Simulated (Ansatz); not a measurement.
SiB₂Mo₂:
```xyz
5
Lattice="1.5310 -5.5911 0.0000 1.5310 5.5911 0.0000 0.0000 0.0000 3.1411" Properties=species:S:1:pos:R:3 pbc="T T T"
Si     0.0000     0.0000     0.0000
Mo     1.5310     1.5278     1.5706
Mo     1.5310    -1.5278     1.5706
B      1.5310     3.2696     0.0000
B      1.5310    -3.2696     0.0000
```

Relaxed with PBE. Special points in fractions of this cell's reciprocal vectors: Γ (0.000, 0.000, 0.000); Y (-0.500, 0.500, 0.000); C0 (-0.269, 0.731, 0.000); Σ0 (0.269, 0.269, 0.000); Z (0.000, 0.000, 0.500); A0 (0.269, 0.269, 0.500); E0 (-0.269, 0.731, 0.500); T (-0.500, 0.500, 0.500); S (0.000, 0.500, 0.000); R (0.000, 0.500, 0.500).

Question: List the band energies nearest the Fermi level at these points for PBE in the plane-wave PAW code Ansatz.

Answer: In eV from the Fermi level; about four levels below and three above (degenerate sets whole), none deeper than 8.9 eV; points with the same levels are listed once.

```csv
k,below,above
Γ,-4.13 -3.87 -3.77 -0.73,0.08 0.35 0.66
Y,-4.08 -3.53 -1.49 -0.63,0.16 0.88 1.52
C0,-3.90 -3.89 -3.62 -0.68,0.02 0.11 1.12
Z,-2.35 -2.07 -1.85 -0.58,0.44 1.51 1.53
A0,-4.97 -4.04 -0.68 -0.54,0.16 0.35 2.18
T,-3.94 -1.78 -1.45 -1.41,1.49 1.88 2.12
S,-3.86 -3.49 -0.63 -0.05,0.20 0.81 2.03
R,-4.88 -4.00 -0.80 -0.60,0.21 0.50 2.21
```

Space group Cmmm. The start of the workflow was typed in or built on a structure type; neither database checked (COD, Materials Project) lists it. Its standing as an ambient phase is unchecked. The PBE relaxation kept the symmetry of its start; whether a distortion lowers the energy is not shown. No spin polarisation was allowed. Scalar-relativistic: spin–orbit coupling is off unless named, which matters more the heavier the elements.

Potentials: the later of the program's two PAW sets.
